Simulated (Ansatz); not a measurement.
Input and output for Yb (fcc type): DFT, PBE, all-electron PAW with datasets made for the crystal, scalar-relativistic (Ansatz 0.2.0). This run: the series' base cell.

The cell comes from a relaxation on PAW files under the same functional, begun from a prototype that needn't be the stable phase.

Command: `ansatz run input.yaml --threads 1 --pin off --max-ram 3072MiB --backend cpu --events-out ev --progress --plain --runs-dir out` It took 16 s on 1 thread of Arm Neoverse V1, on a shared host, peak memory 0.41 GiB.

```yaml
crystal:
  lattice:
    - [0.0, 2.6115853807, 2.6115853807]
    - [2.6115853807, 0.0, 2.6115853807]
    - [2.6115853807, 2.6115853807, 0.0]
  atoms:
    - { symbol: Yb, position: [0.0, 0.0, 0.0] }
kpoints:
  mp_grid: { grid: [14, 14, 14] }
scf:
  occupations: { method: fermi_dirac, width: 0.08 }
hamiltonian:
  xc: pbe
  pseudopotentials: { kind: all_electron, datasets: crystal }
output:
  forces: true
  stress: true
  eigenvalues: true
```

Output:

```
hamiltonian.pseudopotentials.datasets: crystal makes datasets for this crystal and solves the spheres of its atoms anew in each pass: cutoff 280.0 eV, the density's 1120.0 eV; for an error of 0.50 meV an atom under PBE, 0.5 meV for the cell; an energy difference from a run of another recipe may be off by several times the error for the cell, under r2SCAN by more, where some 0.1 meV an atom stays at smaller errors; Yb in spheres of 1.376 Å, 24 of its electrons in bands
Engine: ansatz 0.2.0
Pseudopotentials: kind: all_electron
Pseudopotential: Yb, paw, valence charge 24, recommended cutoff 280 eV (normal), crystal/all_electron/pbe/scalar/gaussian/Yb, Koelling and Harmon's equation, gaussian nucleus
Functional definition: PBE
  parameter kappa = 0.804
  parameter beta = 0.06672455060314922
  exchange = pbe_x(kappa = kappa, mu = beta*pi^2/3)
  correlation = pbe_c(beta = beta)
Crystal: 1 atoms, lattice volume = 35.624 Å³
Basis set: ecut = 280 eV, 339 PW (Γ), exchange–correlation on 48×48×48 points (8 copies of the dense FFT grid, shifted against one another)
Bands: 16, of which v1, the nominal top of the filled ones, is band 12 counted from 1 (11 counted from 0)
Symmetry: 48 space group operations
Space group: Fm-3m (ITA 225), of the structure as read, at distance tolerance 3.3e-5 Å
k-points: 104 of 2744
Non-local potential: Yb, projectors of the file, l = 0: 2, l = 1: 2, l = 2: 1, l = 3: 2
PAW form: soft (Blöchl's): semilocal exchange-correlation on the pseudo side does not see the compensation charge
PAW one-centre angular grid: Yb, 590 points (default); XC on its mesh's 1827 points in the sphere
Initial density: superposition of atomic densities (neutral atoms: chi_scale 0, normalization atom)
Initial wavefunctions: pseudopotential atomic-orbital guess
Functional: x = pbe(κ = 0.804, μ = 0.2195149727645171), c = pbe(β = 0.06672455060314922)
iter 1 solved again at ethr=1.00e-1 eV; its pass at ethr=1.00e-1 eV (dr2=3.14e1 eV) is discarded
SCF iter   1: F=—  HF=-382545.295064 eV  |F-HF|=—  |Δ(HF+E_count)|=         —  Δρ=2.76e-1  dr2=3.16e1  ethr=1.00e-1  ⟨swp⟩=2.1  Hψ=8758  notcnv=0
preconditioner: auto → Kerker (q_TF=auto, 2.554 Å⁻¹)  [metal: Δε(μ)=0.013 eV  Ē_g=9.022 eV  σ=0.080 eV  W_gap=0.04  n_scr=14 (ndim 8)  ℏωp=29.2 eV  f_vac=0.000  D(μ)=17.97/eV (n_scr^D=530)]
SCF iter   2: F=—  HF=-382568.141032 eV  |F-HF|=—  |Δ(HF+E_count)|=    2.28e1  Δρ=1.80e-1  dr2=1.02e1  ethr=1.00e-1  ⟨swp⟩=3.1  Hψ=4885  notcnv=0  recentre
SCF iter   3: F=—  HF=-382548.092490 eV  |F-HF|=—  |Δ(HF+E_count)|=    2.00e1  Δρ=1.05e-1  dr2=3.58e0  ethr=4.24e-2  ⟨swp⟩=3.1  Hψ=4218  notcnv=0  defer=1
SCF iter   4: F=—  HF=-382544.728242 eV  |F-HF|=—  |Δ(HF+E_count)|=    3.36e0  Δρ=7.51e-2  dr2=1.91e0  ethr=1.49e-2  ⟨swp⟩=2.4  Hψ=3398  notcnv=0  defer=1
SCF iter   5: F=—  HF=-382543.329128 eV  |F-HF|=—  |Δ(HF+E_count)|=    1.40e0  Δρ=5.83e-2  dr2=1.50e0  ethr=7.96e-3  ⟨swp⟩=3.0  Hψ=4119  notcnv=0
iter 6 solved again at ethr=4.89e-4 eV; its pass at ethr=6.26e-3 eV (dr2=1.17e-1 eV) is discarded
SCF iter   6: F=—  HF=-382543.185552 eV  |F-HF|=—  |Δ(HF+E_count)|=   1.44e-1  Δρ=1.81e-2  dr2=1.19e-1  ethr=4.89e-4  ⟨swp⟩=2.0  Hψ=7279  notcnv=0  defer=4
SCF iter   7: F=—  HF=-382543.179071 eV  |F-HF|=—  |Δ(HF+E_count)|=   6.48e-3  Δρ=1.37e-2  dr2=6.90e-2  ethr=4.89e-4  ⟨swp⟩=2.0  Hψ=3002  notcnv=0  defer=2
SCF iter   8: F=—  HF=-382543.172507 eV  |F-HF|=—  |Δ(HF+E_count)|=   6.56e-3  Δρ=2.83e-3  dr2=3.15e-3  ethr=2.87e-4  ⟨swp⟩=2.3  Hψ=3359  notcnv=0  defer=7
SCF iter   9: F=—  HF=-382543.177406 eV  |F-HF|=—  |Δ(HF+E_count)|=   4.90e-3  Δρ=8.37e-3  dr2=2.99e-2  ethr=1.31e-5  ⟨swp⟩=3.3  Hψ=5135  notcnv=0
SCF iter  10: F=—  HF=-382543.175381 eV  |F-HF|=—  |Δ(HF+E_count)|=   2.03e-3  Δρ=4.88e-3  dr2=9.97e-3  ethr=1.31e-5  ⟨swp⟩=2.0  Hψ=2981  notcnv=0
SCF iter  11: F=—  HF=-382543.174373 eV  |F-HF|=—  |Δ(HF+E_count)|=   1.01e-3  Δρ=5.31e-4  dr2=1.27e-4  ethr=1.31e-5  ⟨swp⟩=2.0  Hψ=2979  notcnv=0
SCF iter  12: F=—  HF=-382543.174854 eV  |F-HF|=—  |Δ(HF+E_count)|=   4.80e-4  Δρ=3.13e-3  dr2=4.13e-3  ethr=5.27e-7  ⟨swp⟩=4.1  Hψ=5564  notcnv=0
SCF iter  13: F=—  HF=-382543.174633 eV  |F-HF|=—  |Δ(HF+E_count)|=   2.20e-4  Δρ=2.40e-3  dr2=2.41e-3  ethr=5.27e-7  ⟨swp⟩=2.0  Hψ=2978  notcnv=0
SCF iter  14: F=—  HF=-382543.174342 eV  |F-HF|=—  |Δ(HF+E_count)|=   2.91e-4  Δρ=4.92e-4  dr2=1.01e-4  ethr=5.27e-7  ⟨swp⟩=3.0  Hψ=4102  notcnv=0
SCF iter  15: F=—  HF=-382543.174332 eV  |F-HF|=—  |Δ(HF+E_count)|=   1.04e-5  Δρ=1.53e-4  dr2=1.01e-5  ethr=4.19e-7  ⟨swp⟩=2.0  Hψ=2978  notcnv=0
SCF iter  16: F=—  HF=-382543.174332 eV  |F-HF|=—  |Δ(HF+E_count)|=   1.84e-7  Δρ=7.56e-6  dr2=2.90e-8  ethr=4.20e-8  ⟨swp⟩=2.2  Hψ=2996  notcnv=0
SCF iter  17: F=-382543.174332 eV  HF=-382543.174332 eV  |F-HF|=4.66e-9  |Δ(HF+E_count)|=   2.14e-8  Δρ=3.62e-6  dr2=5.01e-9  ethr=1.21e-10  ⟨swp⟩=4.2  Hψ=4311  notcnv=0
SCF 1 converged in 17 iterations: F = -382543.174332 eV  dr2 = 5.01e-9
  Residual-converged pass: ⟨swp⟩=3.3  Hψ=3249  notcnv=0  max |occ|·‖R‖ = 3.7e-6 eV (tolerance 3.7e-6 eV)  dr2=4.97e-9  dr2_onsite=6.40e-9  max |Δocc| = 7.2e-10
  greatest PAW one-centre occupation: 0.996 electrons in one spin orbital (limit 2), on the Yb atom at site 0 (counted from 0), in its partial waves of l = 0
SCF converged after 17 iterations
Free energy (F): -382543.174332 eV
Harris-Foulkes:  -382543.174332 eV  (|F-HF|=4.66e-9)
Internal energy: -382543.126109 eV  (E = F + TS)
E sigma→0 (E₀):  -382543.150221 eV
Entropy (-TS):   -0.048223 eV (-48.223 meV/atom)
Past the cutoff: the bands carry plane waves up to 1.75 times it, of which those up to 1.5 times it add -0.001480 eV an atom, each by itself; the spheres take 0.000364 eV an atom off the energy for waves past 1.75 times it
By the cutoff:   a pressure is off by up to 0.006 GPa (1.2 times the spheres' own share and the shells' term, over an atom's volume, and 0.004 GPa: a bound that held against runs at twice the plane waves)
Past the cutoffs: a stress includes 0.0047 GPa for waves and charges beyond them, in addition to the slope of what the spheres take
In the spheres:  the bands' charges fall short by 8.9e-7 e at most (sound up to 1e-3)
Fermi energy:    12.006054 eV
--- Per-component energies (eV) ---
  E_band       = 30.311551
  E_kinetic    = 207.184661
  E_local      = -4507.322116  (includes V_loc(G=0)·N_el)
  E_nonlocal   = -1072.240447
  E_hartree    = 2186.094258
  E_xc         = -82.529553
  E_vxc        = -107.167106  (∫ρ·V_xc dr)
  E_paw        = -388685.821509  (= ΣΔE_a)
  E_vpaw       = -11914.128098  (= ΣTr[D̂ρ^β])
  E_ewald      = -3640.292983
  E_smearing   = -0.048223  (= −TS)
  E_closure    = 13051.801580  (closes the sum)
  Σ components = -382543.174332   (vs F -382543.174332, Δ=0.00e0)
  The terms above E_closure are by the made datasets' own strengths, without shells solved beside the bands.
--- Forces (eV/Å), atoms counted from 1 ---
  atom   1  Yb     0.00000000     0.00000000    -0.00000000
  max |Σ_I F_I| component: 6.16e-32 eV/Å
--- Stress (GPa, compression-positive) ---
        0.052921       0.000000       0.000000
        0.000000       0.052921      -0.000000
       -0.000000      -0.000000       0.052921
  P = ⅓ Tr σ = 0.0529 GPa (0.529 kbar)
--- Band table (eV; the first three rows and the last of 104) ---
  k-point 0: bands = ["-39.6692", "-11.8762", "-11.8762", "-11.8762", "6.7861", "11.4243", "11.5164", "11.5164", "11.5164", "11.6133", "11.6133", "11.6133", "14.8530", "14.8530", "14.8530"]
  k-point 1: bands = ["-39.6683", "-11.8943", "-11.8786", "-11.8786", "6.9060", "11.4256", "11.5143", "11.5193", "11.5193", "11.6065", "11.6065", "11.6134", "14.6887", "14.9154", "14.9154"]
  k-point 2: bands = ["-39.6659", "-11.9446", "-11.8853", "-11.8853", "7.2557", "11.4297", "11.5083", "11.5273", "11.5273", "11.5892", "11.5892", "11.6139", "14.2793", "15.0564", "15.0564"]
  k-point 103: bands = ["-39.6462", "-12.1286", "-12.0835", "-12.0074", "11.4237", "11.4859", "11.5151", "11.5160", "11.5344", "11.5463", "11.5765", "11.8959", "12.6055", "12.9598", "14.9972"]
```

Next run (volume at 0.5 of the series' base cell), as changes to the input before:

```diff
   lattice:
-    - [0.0, 2.6115853807, 2.6115853807]
-    - [2.6115853807, 0.0, 2.6115853807]
-    - [2.6115853807, 2.6115853807, 0.0]
+    - [0.0, 2.0728166903, 2.0728166903]
+    - [2.0728166903, 0.0, 2.0728166903]
+    - [2.0728166903, 2.0728166903, 0.0]
   atoms:
```

Command: `ansatz run input.yaml --threads 1 --pin off --max-ram 3072MiB --backend cpu --events-out ev --progress --plain --runs-dir out` It took 10 s on 1 thread of Arm Neoverse V1, with other jobs on the host, peak memory 0.37 GiB.

Results part of the output:

```
SCF 1 converged in 14 iterations: F = -382541.756814 eV  dr2 = 3.15e-10
  Residual-converged pass: ⟨swp⟩=3.4  Hψ=3283  notcnv=0  max |occ|·‖R‖ = 3.7e-6 eV (tolerance 3.7e-6 eV)  dr2=3.04e-10  dr2_onsite=1.52e-9  max |Δocc| = 2.3e-11
  greatest PAW one-centre occupation: 0.996 electrons in one spin orbital (limit 2), on the Yb atom at site 0 (counted from 0), in its partial waves of l = 0
SCF converged after 14 iterations
Free energy (F): -382541.756814 eV
Harris-Foulkes:  -382541.756814 eV  (|F-HF|=1.22e-9)
Internal energy: -382541.727849 eV  (E = F + TS)
E sigma→0 (E₀):  -382541.742331 eV
Entropy (-TS):   -0.028965 eV (-28.965 meV/atom)
Past the cutoff: the bands carry plane waves up to 1.75 times it, of which those up to 1.5 times it add -0.000987 eV an atom, each by itself; the spheres take 0.000300 eV an atom off the energy for waves past 1.75 times it
By the cutoff:   a pressure is off by up to 0.007 GPa (1.2 times the spheres' own share and the shells' term, over an atom's volume, and 0.004 GPa: a bound that held against runs at twice the plane waves)
Past the cutoffs: a stress includes 0.0038 GPa for waves and charges beyond them, in addition to the slope of what the spheres take
In the spheres:  the bands' charges fall short by 1.2e-6 e at most (sound up to 1e-3)
Fermi energy:    25.079544 eV
--- Per-component energies (eV) ---
  E_band       = 342.608474
  E_kinetic    = 225.534530
  E_local      = -2939.756611  (includes V_loc(G=0)·N_el)
  E_nonlocal   = -1059.399878
  E_hartree    = 1560.429426
  E_xc         = -87.863175
  E_vxc        = -114.439950  (∫ρ·V_xc dr)
  E_paw        = -388665.461758  (= ΣΔE_a)
  E_vpaw       = -11901.458414  (= ΣTr[D̂ρ^β])
  E_ewald      = -4586.481756
  E_smearing   = -0.028965  (= −TS)
  E_closure    = 13011.271374  (closes the sum)
  Σ components = -382541.756814   (vs F -382541.756814, Δ=0.00e0)
  The terms above E_closure are by the made datasets' own strengths, without shells solved beside the bands.
--- Forces (eV/Å), atoms counted from 1 ---
  atom   1  Yb     0.00000000     0.00000000     0.00000000
  max |Σ_I F_I| component: 2.47e-32 eV/Å
--- Stress (GPa, compression-positive) ---
       43.690638      -0.000000       0.000000
       -0.000000      43.690638      -0.000000
        0.000000       0.000000      43.690638
  P = ⅓ Tr σ = 43.6906 GPa (436.906 kbar)
--- Band table (eV; the first three rows and the last of 104) ---
  k-point 0: bands = ["-26.5187", "2.4944", "2.4944", "2.4944", "19.1095", "23.9004", "24.2325", "24.2325", "24.2325", "24.6110", "24.6110", "24.6110", "28.5898", "28.5898"]
  k-point 1: bands = ["-26.5031", "2.3350", "2.4776", "2.4776", "19.3895", "23.8964", "24.2233", "24.2415", "24.2415", "24.5817", "24.5817", "24.6117", "28.3677", "28.7333"]
  k-point 2: bands = ["-26.4589", "1.9083", "2.4308", "2.4308", "20.1448", "23.8944", "24.1976", "24.2672", "24.2672", "24.5120", "24.5120", "24.6134", "27.8778", "29.0508"]
  k-point 103: bands = ["-26.0855", "0.5719", "0.9123", "1.4818", "23.6322", "24.1730", "24.1797", "24.2312", "24.3838", "24.3932", "24.4956", "24.8297", "26.1738", "27.7958"]
```

Next run (volume at 0.4 of the series' base cell), as changes to the input before:

```diff
   lattice:
-    - [0.0, 2.0728166903, 2.0728166903]
-    - [2.0728166903, 0.0, 2.0728166903]
-    - [2.0728166903, 2.0728166903, 0.0]
+    - [0.0, 1.9242325608, 1.9242325608]
+    - [1.9242325608, 0.0, 1.9242325608]
+    - [1.9242325608, 1.9242325608, 0.0]
   atoms:
```

Command: `ansatz run input.yaml --threads 1 --pin off --max-ram 3072MiB --backend cpu --events-out ev --progress --plain --runs-dir out` It took 10 s on 1 thread of Arm Neoverse V1, on a shared host, peak memory 0.38 GiB.

Results part of the output:

```
SCF 1 converged in 13 iterations: F = -382540.348496 eV  dr2 = 1.35e-10
  Residual-converged pass: ⟨swp⟩=4.0  Hψ=4465  notcnv=0  max |occ|·‖R‖ = 3.6e-6 eV (tolerance 3.7e-6 eV)  dr2=2.05e-10  dr2_onsite=4.91e-10  max |Δocc| = 3.9e-10
  greatest PAW one-centre occupation: 0.996 electrons in one spin orbital (limit 2), on the Yb atom at site 0 (counted from 0), in its partial waves of l = 0
SCF converged after 13 iterations
Free energy (F): -382540.348496 eV
Harris-Foulkes:  -382540.348496 eV  (|F-HF|=6.98e-10)
Internal energy: -382540.326109 eV  (E = F + TS)
E sigma→0 (E₀):  -382540.337302 eV
Entropy (-TS):   -0.022387 eV (-22.387 meV/atom)
Past the cutoff: the bands carry plane waves up to 1.75 times it, of which those up to 1.5 times it add -0.000912 eV an atom, each by itself; the spheres take 0.000199 eV an atom off the energy for waves past 1.75 times it
By the cutoff:   a pressure is off by up to 0.007 GPa (1.2 times the spheres' own share and the shells' term, over an atom's volume, and 0.004 GPa: a bound that held against runs at twice the plane waves)
Past the cutoffs: a stress includes 0.0042 GPa for waves and charges beyond them, in addition to the slope of what the spheres take
In the spheres:  the bands' charges fall short by 6.3e-7 e at most (sound up to 1e-3)
Fermi energy:    31.554382 eV
--- Per-component energies (eV) ---
  E_band       = 491.461924
  E_kinetic    = 248.616076
  E_local      = -2443.527842  (includes V_loc(G=0)·N_el)
  E_nonlocal   = -1003.103208
  E_hartree    = 1378.291733
  E_xc         = -95.006351
  E_vxc        = -123.859947  (∫ρ·V_xc dr)
  E_paw        = -388618.495428  (= ΣΔE_a)
  E_vpaw       = -11876.782357  (= ΣTr[D̂ρ^β])
  E_ewald      = -4940.637701
  E_smearing   = -0.022387  (= −TS)
  E_closure    = 12933.536612  (closes the sum)
  Σ components = -382540.348496   (vs F -382540.348496, Δ=0.00e0)
  The terms above E_closure are by the made datasets' own strengths, without shells solved beside the bands.
--- Forces (eV/Å), atoms counted from 1 ---
  atom   1  Yb     0.00000000     0.00000000    -0.00000000
  max |Σ_I F_I| component: 1.11e-31 eV/Å
--- Stress (GPa, compression-positive) ---
       89.996596      -0.000000       0.000000
       -0.000000      89.996596      -0.000000
        0.000000      -0.000000      89.996596
  P = ⅓ Tr σ = 89.9966 GPa (899.966 kbar)
--- Band table (eV; the first three rows and the last of 104) ---
  k-point 0: bands = ["-20.6091", "9.5226", "9.5226", "9.5226", "25.9173", "29.8417", "30.3477", "30.3477", "30.3477", "30.9320", "30.9320", "30.9320", "35.0681", "35.0681"]
  k-point 1: bands = ["-20.5755", "9.2318", "9.4934", "9.4934", "26.3019", "29.8304", "30.3331", "30.3602", "30.3602", "30.8840", "30.8840", "30.9330", "34.8544", "35.2609"]
  k-point 2: bands = ["-20.4803", "8.4716", "9.4125", "9.4125", "27.2678", "29.8271", "30.2927", "30.3963", "30.3963", "30.7744", "30.7744", "30.9356", "34.4362", "35.6819"]
  k-point 103: bands = ["-19.6465", "6.2021", "6.7698", "7.7226", "29.5440", "30.2368", "30.2969", "30.3456", "30.6137", "30.6258", "30.7634", "31.1793", "32.8782", "35.1922"]
```

Spin–orbit coupling is left out, which matters for the heavy atoms. The structure type is held throughout; the real material can change phase at far lower pressure.
